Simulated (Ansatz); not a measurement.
The cell below belongs to a search over invented structures; it isn't taken from experiment.

Input and command of a plane-wave DFT calculation in Ansatz:

```yaml
crystal:
  lattice:
    - [-2.7116166772, 2.7116166772, 5.5599266946]
    - [2.7116166772, -2.7116166772, 5.5599266946]
    - [2.7116166772, 2.7116166772, -5.5599266946]
  atoms:
    - { symbol: Zr, position: [0.1391105827, 0.1391105827, 0.0], spin: 0.36 }
    - { symbol: Zr, position: [0.8608894173, 0.8608894173, 0.0], spin: 0.36 }
    - { symbol: Te, position: [0.5, 0.5, 0.0] }
    - { symbol: Te, position: [0.75, 0.25, 0.5] }
    - { symbol: Te, position: [0.25, 0.75, 0.5] }
    - { symbol: Pd, position: [0.5, 0.0, 0.5] }
    - { symbol: Pd, position: [0.0, 0.5, 0.5] }
basis:
  ecutwfc: 420
kpoints:
  mp_grid: { grid: [8, 8, 8] }
hamiltonian:
  xc: pbe
scf:
  occupations: { method: gaussian, width: 0.1 }
output:
  forces: true
  stress: true
  eigenvalues: true
  populations: true
  write_density: true
  write_potential: true
  elf: true
  volumetric_format: npy
magnetization:
  spin_polarized: true
relax:
  adjacent_minimum: "off"
  f_tol: 0.01
  max_steps: 80
  cell: { stress_tol: 0.05 }
```

```bash
ansatz run input.yaml --threads 1 --pin off --max-ram 2560MiB --backend cpu --events-out ev --progress --plain --runs-dir out
```

Processor: Intel(R) Xeon(R) Processor @ 2.70GHz, 1 thread, on a host shared with other jobs.

Q: How long does it run, and how much memory does it take?

A: About 14 min, peak memory 1.2 GiB. It solves 66 bands at 59 k points (after reduction by symmetry) with about 3195 plane waves (on the last cell), in 64 SCF iterations over 4 ionic steps.
